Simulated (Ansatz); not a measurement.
# Notes on P

```
P
1.0
    -3.38197    0.00000    0.00000
     0.00000   -4.14594    0.00000
     1.69098    0.00000    5.10556
P
4
Direct
  0.09800 0.91000 0.19600
  0.59800 0.59000 0.19600
  0.90200 0.09000 0.80400
  0.40200 0.41000 0.80400
```

The numbers come from plane-wave PAW DFT (Ansatz): m-r2SCAN, no spin polarisation, 500 eV, 10×8×10 Γ-centred k points, fermi-dirac occupations (width 0.1 eV). Nothing was relaxed.

Metal or insulator?

It is a semimetal on this mesh, with about 0.057 states/eV a cell as the mean within 0.25 eV of the Fermi level, mostly P p (74 %) and P s (12 %).

Where is the largest force?

The largest is on P2 (and as large on other atoms): 1.50 eV/Å, components (0.00, 0.97, 1.14). It makes 119° with the line to a nearest neighbour, P4 at 2.14 Å.

What does the stress say?

The pressure is 10.1 GPa (compression positive), so with the atoms held at these fractions the cell would first expand; the forces are large, so a full relaxation may end otherwise. The principal stresses 4.9, 12.7, 12.9 GPa differ, so its shape would change too.

Origin: a known structure type with other elements, at an estimated volume, so it need not be a known compound. Caveats: m-r2SCAN is r2SCAN with a changed spin dependence that lowers moments.
